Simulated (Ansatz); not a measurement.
Input and command of a plane-wave DFT calculation in Ansatz:

```yaml
crystal:
  lattice:
    - [2.2389046832, 1.2926322216, 3.89469]
    - [-2.2389046832, 1.2926322216, 3.89469]
    - [0.0, -2.5852644431, 3.89469]
  atoms:
    - { symbol: Bi, position: [0.23389, 0.23389, 0.23389] }
    - { symbol: Bi, position: [0.76611, 0.76611, 0.76611] }
basis:
  ecutwfc: 420
kpoints:
  mp_grid: { grid: [12, 12, 12] }
hamiltonian:
  xc: pbe
scf:
  occupations: { method: gaussian, width: 0.15 }
output:
  forces: true
  stress: true
  eigenvalues: true
```

```bash
ansatz run input.yaml --threads 1 --pin off --max-ram 2560MiB --backend cpu --events-out ev --progress --plain --runs-dir out
```

Processor: Arm Neoverse V2, 1 thread, on a host shared with other jobs.

Problem. Estimate time, memory and problem size.

Solution. About 9.8 s on 1 thread of Arm Neoverse V2 (shared host), peak memory 0.45 GiB. It solves 19 bands at 189 k points (the mesh reduced by symmetry) with about 1309 plane waves, in 6 SCF iterations.
